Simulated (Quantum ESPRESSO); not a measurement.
Space group Immm (No. 71); a = 4.354 Å, b = 6.482 Å, c = 7.584 Å, α = 90.00°, β = 90.00°, γ = 90.00°

```json
[
 {"atom": "O", "site": "4g", "symmetry": "m2m", "x": "0.0000", "y": "0.3854", "z": "0.0000"},
 {"atom": "Cs", "site": "4i", "symmetry": "mm2", "x": "0.0000", "y": "0.0000", "z": "0.2598"}
]
```
(The calculation used a cell of 4 atoms; values per cell refer to that cell.)

The PBEsol cell relaxed from Materials Project entry mp-7896 was given an isotropic strain of +2 % on all lattice vectors, and the atoms were relaxed again.

Q: What does norm-conserving PBEsol (Quantum ESPRESSO, 84 Ry, no spin-orbit coupling) give for the electronic structure near the Fermi level?

A: The PBEsol gap is indirect, 1.62 eV, from Γ to 22 % of the way from Γ to Y; the smallest direct gap is 1.68 eV. 

The structure is a Materials Project entry; no match was found in the copy of COD used, and its stability was not checked.

Letters of k points follow the standard setting of the lattice, whose axes may be ordered differently from the printed cell.
